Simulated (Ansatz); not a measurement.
Computed with DFT PBE, scalar-relativistic, plane waves, PAW (Ansatz 0.2.0). Settings: cutoff 420 eV, Γ-centred meshes spaced at most about 0.3 Å⁻¹, and about 0.25 Å⁻¹ or finer for metals (2π included), Gaussian smearing. No spin polarisation in the final relaxations.

These are static total energies at zero pressure.

Two relaxed structures of Ta2GeO:

A.

```yaml
crystal:
  lattice:
    - [3.71680, 0.00000, 0.00000]
    - [0.00000, 3.71680, 0.00000]
    - [0.00000, 0.00000, 8.44837]
  atoms:
    - { symbol: Ta, position: [0.50000, 0.00000, 0.15248] }
    - { symbol: Ta, position: [0.00000, 0.50000, 0.84752] }
    - { symbol: Ta, position: [0.00000, 0.00000, 0.50000] }
    - { symbol: Ta, position: [0.50000, 0.50000, 0.50000] }
    - { symbol: Ge, position: [0.50000, 0.00000, 0.73245] }
    - { symbol: Ge, position: [0.00000, 0.50000, 0.26755] }
    - { symbol: O, position: [0.00000, 0.00000, 0.00000] }
    - { symbol: O, position: [0.50000, 0.50000, 0.00000] }
```

B.

```yaml
crystal:
  lattice:
    - [3.73726, 0.00000, 0.00000]
    - [0.00000, 3.73726, 0.00000]
    - [0.00000, 0.00000, 5.26965]
  atoms:
    - { symbol: Ta, position: [0.50000, 0.00000, 0.85249] }
    - { symbol: Ta, position: [0.00000, 0.50000, 0.14751] }
    - { symbol: Ge, position: [0.00000, 0.00000, 0.50000] }
    - { symbol: O, position: [0.50000, 0.50000, 0.00000] }
```

Task: Which would you expect to be lower, and how large is the difference?

Result: A is lower, by 0.31 eV/atom. A has space group P4/nmm (No. 129), 14.6 Å³/atom and no gap on its mesh; B has space group P-4m2 (No. 115), 18.4 Å³/atom and no gap. Counting Ge or Ta atoms around O (for each partner element, those within 1.25 times its shortest distance or 1.15 times the sum of covalent radii, where it is the nearest in units of that sum or under 1.3), A and B both have O 4. The denser one is the lower, and pressure would at first widen the difference. Both come from invented guesses.

These runs have no spin–orbit coupling, which can matter for Ta. Cells relaxed within their symmetry can be saddle points.
